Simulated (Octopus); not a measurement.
AlP (F-43m, No. 216):
```
AlP
1.0
    0.00000     2.73649     2.73649
    2.73649     0.00000     2.73649
    2.73649     2.73649     0.00000
Al P
1 1
Direct
  0.00000   0.00000   0.00000
  0.25000   0.25000   0.25000
```
The cell is a database entry, not relaxed again.

Level: LDA. Code: Octopus 16.4. Numerical set-up: grid spacing about 0.20 Å, Γ-centred 6×6×6 k-mesh, no spin polarisation; PseudoDojo 0.4 LDA potentials.

Task: What band gap does LDA give on the standard high-symmetry path?

Result: 1.46 eV, from Γ to X; smallest direct gap on the path 3.02 eV. A grid finer by a fifth moves the gap between mesh points by under 0.01 eV.
